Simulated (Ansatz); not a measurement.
A scan (energy against volume; even scaling of the relaxed cell, symmetry kept) gave these values. Method: PBE (plane waves to 420 eV, PAW, scalar-relativistic; Ansatz, a first-principles code).

| Property | Result |
|---|---|
| Bulk modulus at fixed cell shape B₀ (third-order Birch-Murnaghan fit) | 213 GPa |
| Pressure derivative B₀′ (fit) | 3.9 |
| Equilibrium volume of the fit | 10.50 Å³/atom |

### Question
Of these crystals, all scanned alike, which one is it?
A) Zr (hcp, Mg type)
B) CdSe (wurtzite)
C) TiSi₂ (C54 type, space group Fddd)
D) SiC (4H type, space group P6_3mc)

### Answer
D, SiC (4H type, space group P6_3mc). The others have, for the bulk modulus at fixed cell shape: CdSe 44.6 GPa, Zr 93.8 GPa, TiSi2 143 GPa

All were relaxed with their symmetry unable to fall. The PAW data are Ansatz's earlier set. TiSi2 is run without spin polarisation. Zr is run without spin polarisation. With the shape held, the modulus is that of even scaling; a crystal free to change shape is softer.

(Under strain, the slope of the energy per volume gives the stress and its curvature an elastic modulus.)
